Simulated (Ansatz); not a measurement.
Mg (hcp, Mg type)

```cif
data_Mg2
_chemical_formula_sum 'Mg2'
_space_group_name_H-M_alt 'P63/mmc'
_space_group_IT_number 194
_space_group_name_Hall '-P 6c 2c'
_cell_length_a 3.18616
_cell_length_b 3.18616
_cell_length_c 5.22349
_cell_angle_alpha 90.000
_cell_angle_beta 90.000
_cell_angle_gamma 120.000
loop_
_atom_site_label
_atom_site_type_symbol
_atom_site_symmetry_multiplicity
_atom_site_Wyckoff_symbol
_atom_site_fract_x
_atom_site_fract_y
_atom_site_fract_z
_atom_site_occupancy
Mg1 Mg 2 d 0.66667 0.33333 0.25000 1
```

E(V) scan at fixed shape, V₀ the volume above. Symmetry pins the atoms to their sites.

Level of theory: PBE (plane waves to 420 eV, PAW, scalar-relativistic; Ansatz, an electronic-structure program). k mesh 17×17×9 (Γ-centred), Fermi-Dirac smearing 0.05 eV. The energy includes the smearing's −TS. Compression counts positive. Mg was relaxed with its symmetry unable to fall. The PAW data are Ansatz's earlier set. The zero of ΔE is the relaxed starting cell.

**Question.** What ΔE (kJ/mol of atoms) and P (GPa) does the calculation give at V/V₀ = 0.840, 0.880, 0.920, 0.960, 1.040, 1.080, 1.120, 1.160?

**Answer.** 
```
V/V₀   ΔE (kJ/mol of atoms)  P (GPa)
-----  --------------------  -------
0.840                   8.5      8.9
0.880                   4.4      5.9
0.920                   1.8      3.6
0.960                   0.4      1.6
1.040                   0.4     -1.3
1.080                   1.4     -2.4
1.120                   3.0     -3.2
1.160                   5.0     -3.9
```

(A scan under strain: stresses follow from slopes of the energy per volume, elastic moduli from its curvatures.)
